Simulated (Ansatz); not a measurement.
YN:
```cif
data_N4Y4
_chemical_formula_sum 'Y4 N4'
_space_group_name_H-M_alt 'Fm-3m'
_space_group_IT_number 225
_space_group_name_Hall '-F 4 2 3'
_cell_length_a 4.90607
_cell_length_b 4.90607
_cell_length_c 4.90607
_cell_angle_alpha 90.000
_cell_angle_beta 90.000
_cell_angle_gamma 90.000
loop_
_atom_site_label
_atom_site_type_symbol
_atom_site_symmetry_multiplicity
_atom_site_Wyckoff_symbol
_atom_site_fract_x
_atom_site_fract_y
_atom_site_fract_z
_atom_site_occupancy
Y1 Y 4 b 0.50000 0.50000 0.50000 1
N1 N 4 a 0.00000 0.00000 0.00000 1
```
(The calculation used a cell of 2 atoms; values per cell refer to that cell.)

Relaxed with PBE. PBE (plane waves, PAW; program Ansatz) gives a gap of 0.21 eV.

Problem. What gap does HSE06 give on the same cell (Ansatz, PAW)?

Solution. 1.11 eV, 0.90 eV more. The hybrid was solved on a coarser mesh and at special points; its gap is the smallest among all of these.

```csv
k,v1 PBE,c1 PBE,v1 HSE06,c1 HSE06
Γ,0.00,3.13,(withheld),(withheld)
X,-0.40,0.21,-0.47,1.11
L,-2.22,5.64,(withheld),(withheld)
W,-1.55,3.98,(withheld),(withheld)
K,-1.30,2.45,(withheld),(withheld)
```

Problem. Top valence (v1) and lowest conduction level (c1) in eV from each method's valence maximum (which need not be a listed point): supply the withheld HSE06 values.

Solution. 
- L, v1 HSE06: -2.43
- L, c1 HSE06: 7.09
- Γ, v1 HSE06: 0.00
- Γ, c1 HSE06: 4.30
- W, v1 HSE06: -1.74
- W, c1 HSE06: 5.18
- K, v1 HSE06: -1.44
- K, c1 HSE06: 3.49

Cost on shared cores: the PBE run (SCF on a 10×10×10 mesh, then bands and DOS) about 5 core-seconds (a rough figure), the HSE06 run (SCF on 7×7×7, then a few points) very roughly 50 core-seconds; the tasks are unlike.

Symmetry was held in the PBE relaxation. No spin polarisation was allowed. Scalar-relativistic: spin–orbit coupling is off unless named, which matters more the heavier the elements.

Potentials: the later of the program's two PAW sets.
